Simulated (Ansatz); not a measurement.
PbS (rock salt), relaxed with PBE (Ansatz, a program for electronic structure, plane waves, PAW): a = b = c = 6.0087 Å, α = β = γ = 90.00°.

- gap (eV) = 0.49
- B₀ by P(V) fit (GPa) = 52.8

Problem. The same phase is relaxed and computed with HSE06 in the same code. What are the cell and these values now?

Solution. a = b = c = 5.9680 Å, α = β = γ = 90.00°.

- gap (eV) = 0.86
- B₀ by P(V) fit (GPa) = 57.2

All cells were relaxed under the symmetry of their starts (and spin orders); stability against distortions was not tested throughout. Scalar-relativistic: spin–orbit coupling is off unless named, which matters more the heavier the elements.

Potentials: the later of the program's two PAW sets.

Ansatz is a plane-wave DFT program.
